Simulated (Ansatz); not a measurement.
## Structures of TeS$_{2}$: which is lowest?

Plane-wave DFT in Ansatz with scalar-relativistic PAW potentials, cutoff 420 eV, Γ-centred meshes chosen by cell and gap, Gaussian smearing with energies taken to zero width. Every cell was relaxed (cell and atoms) in a run of its own, within the symmetry of its start. Functional: PBE.

Relaxed structures (starts from databases or built by putting these elements on another compound's sites):
A. R3m, 3 atoms in the computed cell, a = 3.717 Å, c = 20.630 Å; sites (symmetry × multiplicity) Te 3m × 3, S 3m × 3 + 3m × 3; start: built
B. Pn-3m, 6 atoms in the computed cell, a = 5.775 Å; sites (symmetry × multiplicity) Te -43m × 2, S .-3m × 4; start: built
C. I4_1/amd, 6 atoms in the computed cell, a = 3.179 Å, c = 31.040 Å; sites (symmetry × multiplicity) Te -4m2 × 4, S 2mm. × 8; start: built
D. I4/mcm, 6 atoms in the computed cell, a = 6.188 Å, c = 6.833 Å; sites (symmetry × multiplicity) Te 422 × 4, S m.2m × 8; start: built
E. P6/mmm, 3 atoms in the computed cell, a = 4.500 Å, c = 3.475 Å; sites (symmetry × multiplicity) Te 6/mmm × 1, S -6m2 × 2; start: built

Task: Rank them by energy. Could pressure change the order?

Result:
| structure | group | E − E(lowest) (meV/atom) | V (Å³/atom) | gap on mesh (eV) |
| --- | --- | --- | --- | --- |
| A | R3m | 0.0 | 27.43 | 0.94 |
| C | I4_1/amd | 43 | 26.14 | 0.00 |
| B | Pn-3m | 150 | 32.10 | 0.00 |
| D | I4/mcm | 175 | 21.80 | 0.00 |
| E | P6/mmm | 432 | 20.31 | 0.00 |

A is lowest, 43 meV/atom under C. D is denser by 5.62 Å³/atom, so pressure favours it: ΔE/ΔV, with ΔE in eV and 1 eV/Å³ = 160.2 GPa, gives about 5.0 GPa for equal enthalpy if both cells were rigid, a rough figure since the two compress differently. Without a dispersion term the weakly bound lowest cell is too large, so ΔV and this pressure are artefacts in part: a slight pressure closes the gap between layers first. Other structures may lie lower than all of these, and vibrations aren't counted.

Spin-orbit coupling is left out, which matters for the bands of heavy elements.